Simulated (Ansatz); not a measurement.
The relaxed structure here is a generated cell of SrTiO3: the first start was made by placing the elements on the sites of a structure type, and the end was not matched to a known phase here, so it may be hypothetical. Known forms of SrTiO3 include space group No. 221.

A relaxed cell of SrTiO₃ (R-3c (No. 167)), relaxed on a k-mesh at least as fine as the one used below. Calculation: PBEsol (plane waves to 420 eV, PAW, scalar-relativistic; Ansatz, a first-principles code). Γ-centred k-mesh 5×5×5 on the run's cell (coarser than for final values), Fermi–Dirac smearing 0.05 eV.

```
SrTiO3
1.0
    2.75237     1.58908     4.48108
   -2.75237     1.58908     4.48108
    0.00000    -3.17816     4.48108
Sr Ti O
2 2 6
Direct
  0.25000   0.25000   0.25000
  0.75000   0.75000   0.75000
  0.00000   0.00000   0.00000
  0.50000   0.50000   0.50000
  0.77693   0.72307   0.25000
  0.25000   0.77693   0.72307
  0.72307   0.25000   0.77693
  0.22307   0.27693   0.75000
  0.75000   0.22307   0.27693
  0.27693   0.75000   0.22307
```

The atoms are displaced by (Å):

```json
[
 {"atom": "Sr1", "ux": "0.103", "uy": "-0.004", "uz": "-0.028"},
 {"atom": "Sr2", "ux": "-0.009", "uy": "0.118", "uz": "0.031"},
 {"atom": "Ti3", "ux": "-0.060", "uy": "0.001", "uz": "0.028"},
 {"atom": "Ti4", "ux": "-0.025", "uy": "-0.152", "uz": "0.037"},
 {"atom": "O5", "ux": "0.037", "uy": "-0.040", "uz": "-0.106"},
 {"atom": "O6", "ux": "-0.196", "uy": "-0.113", "uz": "0.054"},
 {"atom": "O7", "ux": "0.077", "uy": "-0.072", "uz": "-0.056"},
 {"atom": "O8", "ux": "-0.175", "uy": "-0.118", "uz": "0.045"},
 {"atom": "O9", "ux": "0.001", "uy": "-0.062", "uz": "-0.022"},
 {"atom": "O10", "ux": "-0.128", "uy": "-0.053", "uz": "-0.172"}
]
```

Task: What forces (eV/Å) and pressure result?

Result: 
```tsv
atom	Fx	Fy	Fz
Sr1	-0.85	-0.32	0.18
Sr2	-0.09	-0.88	-0.09
Ti3	0.01	-1.74	0.58
Ti4	0.71	2.39	0.07
O5	-1.12	-1.70	-0.47
O6	3.40	2.45	-2.37
O7	-2.89	0.60	-1.34
O8	0.47	1.53	0.93
O9	-1.73	-1.15	0.29
O10	2.09	-1.19	2.22
```

Pressure +4.6 GPa.

Task: Estimate the energy cost of the displacement in the harmonic approximation and compare with the calculation.

Result: For a harmonic well ΔE = −½ Σ F·u = 1.247 eV a cell, or 125 meV/atom. The calculated energy relative to the undisplaced cell is +125 meV/atom, so the harmonic estimate holds well.

No spin polarisation in the result.

The run that gave the undisplaced cell could not lose the symmetry of its start: the end is stationary, and may be a saddle point rather than a minimum.
